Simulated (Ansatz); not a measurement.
**Ti3C2 under pressure: fit and missing row**

Ti3C2, P6_3/mmc, a = 3.042 Å, c = 14.985 Å. The structure is a Materials Project entry; whether it is the stable form wasn't checked. Ansatz: PBEsol, PAW, 420 eV, Γ-centred 12×12×4 mesh on 10 atoms, Gaussian smearing 0.10 eV; no spin polarisation. Cell and atoms are relaxed at each pressure, and no other structure is tried, so the rows at high pressure may lie past a change of phase.

| V (Å³/atom) | P (GPa) |
| --- | --- |
| ? | 20.00 |
| 11.319 | 9.99 |
| 11.638 | 5.00 |
| 11.852 | 2.01 |
| 12.009 | -0.03 |
| 12.173 | -2.01 |

Task: Take V0 = 12.009 Å³/atom, count pressures from its P0 = -0.03 GPa, fit the third-order Birch–Murnaghan form to the other rows, and predict the missing volume.

Result: With the Eulerian strain f = ½[(V0/V)^(2/3) − 1] and y = (P − P0)/[3f(1 + 2f)^(5/2)], the form is the line y = B0 + 1.5 B0 (B0′ − 4) f. Rows (f, y): 0.02012, 150.4; 0.01057, 150.5; 0.00441, 150.8; -0.00450, 150.0. Means f = 0.007650, y = 150.43; Σ(Δf)² = 0.0003221, ΣΔfΔy = 0.003856; the slope is their ratio. y = 150.3 + 11.97 f GPa, so B0 = 150.3 GPa and B0′ = 4 + 2 × (11.97)/(3 × 150.3) = 4.05. P = 20.00 GPa is met at f = 0.03704 (y = 150.74), so V = V0 (1 + 2f)^(−3/2) = 10.788 Å³/atom. The run gave 10.775 Å³/atom, so the fit is 0.013 Å³/atom too high, 0.93 % of the span of the series, against an rms of 0.0004 Å³/atom on the fitted rows. The row lies outside the fitted range. The points of y bend away from a line: a fourth-order term fitted to them gives P = 19.94 GPa at this row's volume (the line 20.28, the run 20.00).